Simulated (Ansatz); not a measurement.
K$_{2}$TiF$_{6}$: a fit and a missing row

K$_{2}$TiF$_{6}$, P-3m1, a = 5.701 Å, c = 4.603 Å. The structure is a COD entry; whether it is the stable form wasn't checked. Ansatz: r2SCAN, PAW, 500 eV, Γ-centred 6×6×6 mesh on 9 atoms, Gaussian smearing 0.02 eV; no spin polarisation. Shape and atoms are relaxed at each volume; pressure is positive in compression.

| V (Å³/atom) | P (GPa) |
| --- | --- |
| 12.668 | 6.33 |
| 13.100 | 4.22 |
| 13.532 | 2.51 |
| 13.963 | 1.14 |
| 14.395 | -0.01 |
| 14.827 | -0.88 |
| 15.259 | -1.62 |
| 15.835 | ? |

Problem. Take V0 = 14.395 Å³/atom, count pressures from its P0 = -0.01 GPa, fit the third-order Birch–Murnaghan form to the other rows, and predict the missing pressure.

Solution. With the Eulerian strain f = ½[(V0/V)^(2/3) − 1] and y = (P − P0)/[3f(1 + 2f)^(5/2)], the form is the line y = B0 + 1.5 B0 (B0′ − 4) f. Rows (f, y): 0.04447, 38.4; 0.03243, 37.2; 0.02104, 36.0; 0.01026, 35.5; -0.00976, 31.2; -0.01906, 31.0. Means f = 0.01323, y = 34.883; Σ(Δf)² = 0.002986, ΣΔfΔy = 0.3713; the slope is their ratio. y = 33.24 + 124.4 f GPa, so B0 = 33.2 GPa and B0′ = 4 + 2 × (124.4)/(3 × 33.24) = 6.49. At V = 15.835, f = -0.03079, y = 29.41 and P = -2.33 GPa. The run gave -2.36 GPa, so the fit is 0.03 GPa too high, within the rms miss on the fitted rows (0.03 GPa). The form still works here, 22 % of the fitted range beyond its end.